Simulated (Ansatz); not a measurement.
# LiHPd: how the k-point mesh moves the results

Method: DFT r2SCAN, scalar-relativistic, plane waves, PAW in Ansatz 0.2.0.

```yaml
crystal:
  lattice:
    - [2.77947, 0.00000, 0.00000]
    - [0.00000, 2.77947, 0.00000]
    - [0.00000, 0.00000, 3.90432]
  atoms:
    - { symbol: Li, position: [0.50000, 0.50000, 0.50000] }
    - { symbol: H, position: [0.50000, 0.50000, 0.00000] }
    - { symbol: Pd, position: [0.00000, 0.00000, 0.00000] }
```

| Item | Value |
| --- | --- |
| plane-wave cutoff | 500 eV |
| occupation rule | Gaussian smearing, 0.1 eV |
| spin treatment | unpolarised |

The atoms are held and the k-point mesh is swept. Energies are extrapolated to zero smearing and count from the reference run, 24×24×18. The cell isn't necessarily relaxed at this level. The meshes are Γ-centred. Pressure is positive in compression.

(1) Tried: 2×2×2, 4×4×2, 4×4×4, 6×6×4, 6×6×6, 8×8×6, 10×10×8, 12×12×10, 14×14×10, 16×16×12, 22×22×16, 24×24×18. From which k-point mesh on does the energy per atom stay within 100, 10 and 1 meV of the reference?

## Answers

(1) 4×4×2 for 100 meV, 6×6×4 for 10 meV, 8×8×6 for 1 meV. The reference itself isn't shown to be converged.

```tsv
mesh	ΔE (meV/atom)	P (GPa)	irreducible points
2×2×2	197	6.44	6
4×4×2	49.0	1.43	12
4×4×4	31.4	0.92	18
6×6×4	-8.89	-0.58	30
6×6×6	-6.09	-0.41	40
8×8×6	-0.55	0.08	60
10×10×8	0.13	-0.02	105
12×12×10	-0.83	0.07	168
14×14×10	0.56	0.08	216
16×16×12	-0.03	0.03	315
22×22×16	0.21	0.06	702
24×24×18	0.00	0.04	910
```